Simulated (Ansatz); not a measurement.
**Does relaxation matter for the field gradients of Si with Mn replacing Si?**

Start: a supercell of Si (diamond type, Fd-3m) built from an entry of the Crystallography Open Database (COD) (the entry's cell lengths or inner coordinates differ somewhat from later room-temperature determinations), with all atoms left at the host's positions.

```
Mn Si
1.0
     0.00000    8.14068    8.14068
     8.14068    0.00000    8.14068
     8.14068    8.14068    0.00000
Mn Si
1 53
Direct
  0.25000 0.25000 0.25000
  0.25000 0.25000 0.58333
  0.25000 0.25000 0.91667
  0.25000 0.58333 0.25000
  0.25000 0.58333 0.58333
  0.25000 0.58333 0.91667
  0.25000 0.91667 0.25000
  0.25000 0.91667 0.58333
  0.25000 0.91667 0.91667
  0.58333 0.25000 0.25000
  0.58333 0.25000 0.58333
  0.58333 0.25000 0.91667
  0.58333 0.58333 0.25000
  0.58333 0.58333 0.58333
  0.58333 0.58333 0.91667
  0.58333 0.91667 0.25000
  0.58333 0.91667 0.58333
  0.58333 0.91667 0.91667
  0.91667 0.25000 0.25000
  0.91667 0.25000 0.58333
  0.91667 0.25000 0.91667
  0.91667 0.58333 0.25000
  0.91667 0.58333 0.58333
  0.91667 0.58333 0.91667
  0.91667 0.91667 0.25000
  0.91667 0.91667 0.58333
  0.91667 0.91667 0.91667
  0.16667 0.16667 0.16667
  0.16667 0.16667 0.50000
  0.16667 0.16667 0.83333
  0.16667 0.50000 0.16667
  0.16667 0.50000 0.50000
  0.16667 0.50000 0.83333
  0.16667 0.83333 0.16667
  0.16667 0.83333 0.50000
  0.16667 0.83333 0.83333
  0.50000 0.16667 0.16667
  0.50000 0.16667 0.50000
  0.50000 0.16667 0.83333
  0.50000 0.50000 0.16667
  0.50000 0.50000 0.50000
  0.50000 0.50000 0.83333
  0.50000 0.83333 0.16667
  0.50000 0.83333 0.50000
  0.50000 0.83333 0.83333
  0.83333 0.16667 0.16667
  0.83333 0.16667 0.50000
  0.83333 0.16667 0.83333
  0.83333 0.50000 0.16667
  0.83333 0.50000 0.50000
  0.83333 0.50000 0.83333
  0.83333 0.83333 0.16667
  0.83333 0.83333 0.50000
  0.83333 0.83333 0.83333
```

Atoms are numbered from 1 in the order listed; like atoms form one site, named after its first atom.

Level of theory: DFT, PBE, plane waves and PAW, scalar-relativistic, collinear spin, 420 eV cutoff, Γ-centred 2×2×2 k-points, Fermi–Dirac smearing 0.01 eV, cell charge -1 (Ansatz 0.2.0). Start moments as typed (μB): 4 on each Mn, none on the rest.

The largest force at the start is 0.10 eV/Å. Relaxing the ions at fixed cell moves them by 0.010 Å at most (atom 29, Si) and 0.007 Å rms.

```
site  atom  moved (Å)              first shell before               first shell after  V_zz before (10²¹ V/m²)  η before
  Mn     1      0.000                  4 Si at 2.35 Å                  4 Si at 2.34 Å                     0.00         –
 Si2     2      0.010                  4 Si at 2.35 Å             4 Si at 2.34–2.35 Å                     0.40      0.72
 Si5     5      0.004                  4 Si at 2.35 Å                  4 Si at 2.35 Å                    0.099      0.00
 Si9     9      0.004                  4 Si at 2.35 Å                  4 Si at 2.35 Å                    0.100      0.00
Si15    15      0.004                  4 Si at 2.35 Å                  4 Si at 2.35 Å                    0.068      0.65
Si28    28      0.010  1 Mn at 2.35 Å, 3 Si at 2.35 Å  1 Mn at 2.34 Å, 3 Si at 2.34 Å                    -2.11      0.00
Si30    30      0.006                  4 Si at 2.35 Å                  4 Si at 2.35 Å                    -0.36      0.74
Si32    32      0.006                  4 Si at 2.35 Å                  4 Si at 2.35 Å                     0.13      0.06
Si45    45      0.002                  4 Si at 2.35 Å                  4 Si at 2.35 Å                    0.009      0.00
```

**Question.** What are V_zz and η after the relaxation?

**Answer.** 

```
site  atom  V_zz after  η after  change of V_zz
  Mn     1        0.00        –            0.00
 Si2     2        0.40     0.87            0.00
 Si5     5       0.097     0.00            0.00
 Si9     9        0.11     0.00           +0.01
Si15    15       0.097     0.69           +0.03
Si28    28       -2.16     0.00           -0.05
Si30    30       -0.35     0.60           +0.01
Si32    32        0.15     0.22           +0.02
Si45    45      -0.024     0.00           -0.03
```

The largest change of V_zz is on Si28, from -2.11 to -2.16. In per cent, |V_zz| changes by +2 on Si (all sites that start above 2). Where |V_zz| stays above 0.1, η moves most on Si32, from 0.06 to 0.22. Other sites without a gradient aren't listed.

The defect repeats with the cell of 54 atoms, so it feels its images: sites between two images don't show the values beside a lone defect, and zeros or small values of η there can come from the images' arrangement. A uniform background compensates the cell's charge. The defect cell has no gap above 0.1 eV on its mesh, so the values can hang on the smearing and the k-mesh.
Before: The neighbours have not yet relaxed around the defect (largest force 0.10 eV/Å), so a real crystal will differ.
After: The relaxation keeps the site symmetry -43m of the start, so the impurity can't leave its site; a distortion that would localise the partly filled state isn't explored.
